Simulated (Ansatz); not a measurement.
Starting structure, 1 GeH4 a cell, inverted, over a top Cu site (Cu, Fm-3m (No. 225), (1 0 0) face):

```yaml
crystal:
  lattice:
    - [5.03937, 0.00000, 0.00000]
    - [0.00000, 5.03937, 0.00000]
    - [0.00000, 0.00000, 25.77326]
  atoms:
    - { symbol: Cu, position: [0.25000, 0.25000, 0.31040] }
    - { symbol: Cu, position: [0.25000, 0.75000, 0.31040] }
    - { symbol: Cu, position: [0.75000, 0.25000, 0.31040] }
    - { symbol: Cu, position: [0.75000, 0.75000, 0.31040] }
    - { symbol: Cu, position: [0.50000, 0.50000, 0.37953] }
    - { symbol: Cu, position: [0.50000, 0.00000, 0.37953] }
    - { symbol: Cu, position: [0.00000, 0.50000, 0.37953] }
    - { symbol: Cu, position: [0.00000, 0.00000, 0.37953] }
    - { symbol: Cu, position: [0.75000, 0.75000, 0.45012] }
    - { symbol: Cu, position: [0.75000, 0.25000, 0.45012] }
    - { symbol: Cu, position: [0.25000, 0.75000, 0.45012] }
    - { symbol: Cu, position: [0.25000, 0.25000, 0.45012] }
    - { symbol: Cu, position: [0.00000, 0.00000, 0.51870] }
    - { symbol: Cu, position: [0.00000, 0.50000, 0.51870] }
    - { symbol: Cu, position: [0.50000, 0.00000, 0.51870] }
    - { symbol: Cu, position: [0.50000, 0.50000, 0.51870] }
    - { symbol: Ge, position: [0.07812, 0.93399, 0.66621] }
    - { symbol: H, position: [0.00000, 0.00000, 0.60949] }
    - { symbol: H, position: [0.35217, 0.05853, 0.67858] }
    - { symbol: H, position: [0.09364, 0.62880, 0.67308] }
    - { symbol: H, position: [0.86668, 0.04864, 0.70370] }
```

Computed with DFT PBE+D3(BJ), scalar-relativistic, plane waves, PAW (Ansatz 0.2.0). Settings: cutoff 420 eV, Γ-centred mesh 4×4×1 on the computed 21-atom cell, Gaussian smearing of 0.10 eV; no spin polarisation. The cell repeats along c with a dipole correction in the vacuum.

Atoms 1, 2, 3, 4, 5, 6, 7, 8 (counted from 1) are held. The cell is fixed. Force threshold 0.04 eV/Å.

Q: Where does it end?

A: The energy falls by 0.379 eV in 27 steps, to:

```
CELL_PARAMETERS angstrom
5.03937 0.00000 0.00000
0.00000 5.03937 0.00000
0.00000 0.00000 25.77326
ATOMIC_POSITIONS crystal
Cu 0.25000 0.25000 0.31040
Cu 0.25000 0.75000 0.31040
Cu 0.75000 0.25000 0.31040
Cu 0.75000 0.75000 0.31040
Cu 0.50000 0.50000 0.37953
Cu 0.50000 0.00000 0.37953
Cu 0.00000 0.50000 0.37953
Cu 0.00000 0.00000 0.37953
Cu 0.75405 0.75008 0.44996
Cu 0.75553 0.24984 0.45021
Cu 0.24691 0.75014 0.44987
Cu 0.24576 0.24981 0.45002
Cu 0.99958 0.00172 0.52213
Cu 0.99925 0.49851 0.52176
Cu 0.50100 0.00069 0.51647
Cu 0.50075 0.49922 0.51649
Ge 0.03634 0.74743 0.60520
H 0.01563 0.06894 0.58454
H 0.30508 0.74718 0.63417
H 0.01828 0.42606 0.58366
H 0.80802 0.74490 0.64542
```

The end is the local minimum or symmetric point that this start leads to. The slab is only 5.3 Å thick, so the energy isn't converged with thickness.

Cost: 1 run of about 43 core-minutes, on Intel Xeon 6975P-C (Granite Rapids) (shared hosts).